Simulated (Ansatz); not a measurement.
CuPd:
```
CELL_PARAMETERS angstrom
      2.97975     0.00000     0.00000
      0.00000     2.97975     0.00000
      0.00000     0.00000     2.97975
ATOMIC_POSITIONS crystal
  Cu 0.00000 0.00000 0.00000
  Pd 0.50000 0.50000 0.50000
```

Relaxed with r²SCAN. Special points in fractions of this cell's reciprocal vectors: Γ (0.000, 0.000, 0.000); X (0.000, 0.500, 0.000); M (0.500, 0.500, 0.000); R (0.500, 0.500, 0.500).

### Question
List the band energies nearest the Fermi level at these points for plane-wave PAW r²SCAN (Ansatz code).

### Answer
In eV from the Fermi level; about four levels below and three above (degenerate sets whole), none deeper than 8.9 eV; … stands for higher levels left out; points with the same levels are listed once.

```
k                          below                above
-  -----------------------------  -------------------
Γ  -1.16 -1.16 -0.14 -0.14 -0.14                    …
X  -1.97 -1.97 -1.60 -1.08 -0.58               1.22 …
M        -1.34 -1.31 -1.05 -0.28  0.03 0.03 1.04 1.04
R        -1.29 -1.29 -0.23 -0.23               6.96 …
```

Space group Pm-3m (CsCl type). The workflow started from an entry of the Crystallography Open Database (COD). Its standing as an ambient phase is unchecked. The r²SCAN relaxation kept the symmetry of its start; whether a distortion lowers the energy is not shown. The run is not spin-polarised. Spin–orbit coupling is left out wherever it is not named.

Potentials: the later of the program's two PAW sets.
